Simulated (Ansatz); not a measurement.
TiGa3

Method: PBEsol, scalar-relativistic; no spin polarisation; PAW, 420 eV, Γ-centred 12×12×12 mesh, 0.05 eV Gaussian smearing; code Ansatz. The datasets are Ansatz's generated set soft_2.

```cif
data_structure
_symmetry_space_group_name_H-M 'I4/mmm'
_symmetry_Int_Tables_number 139
_cell_length_a 3.7459
_cell_length_b 3.7459
_cell_length_c 8.6744
_cell_angle_alpha 90.000
_cell_angle_beta 90.000
_cell_angle_gamma 90.000
_cell_volume 121.72
loop_
_atom_site_label
_atom_site_type_symbol
_atom_site_symmetry_multiplicity
_atom_site_Wyckoff_symbol
_atom_site_fract_x
_atom_site_fract_y
_atom_site_fract_z
_atom_site_occupancy
Ti1 Ti 2 a 0.00000 0.00000 0.00000 1
Ga1 Ga 2 b 0.50000 0.50000 0.00000 1
Ga2 Ga 4 d 0.00000 0.50000 0.25000 1
```

The chain of runs began from a cell as deposited in COD, expanded in volume.

**Question.** Which orbitals carry the states at the Fermi level, and how many states are there?

**Answer.** Within 0.1 eV of it: Ti 3d 69 %, Ga 4p 26 % (shares among the projected shells). The density of states at the Fermi level is about 1.4 states/eV per cell, averaged over 0.3 eV.

Density of states (tetrahedra, averaged over 0.4 eV; states/eV per cell of 4 atoms; energy in eV from the Fermi level; projections on Löwdin-orthogonalised atomic orbitals, summed over sites):

```tsv
E	total	Ti 3d	Ga 4p	Ga 4s	Ti 4s	Ga 3d
-6.45	0.67	0.06	0.30	0.28	0.01	0.01
-6.05	0.81	0.07	0.36	0.33	0.03	0.01
-5.65	1.11	0.09	0.47	0.47	0.04	0.01
-5.25	1.17	0.12	0.46	0.51	0.04	0.01
-4.85	1.05	0.13	0.41	0.45	0.03	0.01
-4.45	1.01	0.13	0.38	0.44	0.02	0.01
-4.05	0.99	0.12	0.43	0.39	0.02	0.01
-3.65	0.98	0.13	0.53	0.26	0.03	0.01
-3.25	1.37	0.22	0.88	0.20	0.05	0.01
-2.85	1.43	0.27	0.86	0.22	0.04	0.01
-2.45	1.54	0.32	0.92	0.23	0.03	0.01
-2.05	1.88	0.47	1.10	0.23	0.03	0.01
-1.65	2.19	0.71	1.22	0.19	0.02	0.02
-1.25	3.21	1.35	1.61	0.17	0.02	0.02
-0.85	2.34	1.20	0.94	0.13	0.01	0.02
-0.45	2.33	1.45	0.73	0.09	0.01	0.02
-0.05	1.47	0.99	0.39	0.05	0.01	0.01
0.35	1.17	0.88	0.24	0.02	0.00	0.01
0.75	0.98	0.82	0.12	0.02	0.00	0.01
1.15	1.75	1.15	0.38	0.16	0.02	0.01
1.55	4.16	2.83	0.77	0.39	0.08	0.01
1.95	3.30	2.31	0.60	0.28	0.05	0.01
2.35	3.89	1.98	0.94	0.75	0.10	0.01
2.75	3.04	1.55	0.63	0.65	0.11	0.01
3.15	2.66	1.10	0.76	0.55	0.13	0.01
3.55	1.99	0.66	0.73	0.37	0.10	0.01
3.95	2.05	0.57	0.86	0.35	0.09	0.01
```

The calculation's cell holds 51 valence electrons, an odd number. Without magnetic order each band takes two, so one stays part-filled and the crystal must be a metal. (Only strong correlation, outside this picture, could make a Mott insulator of it.)
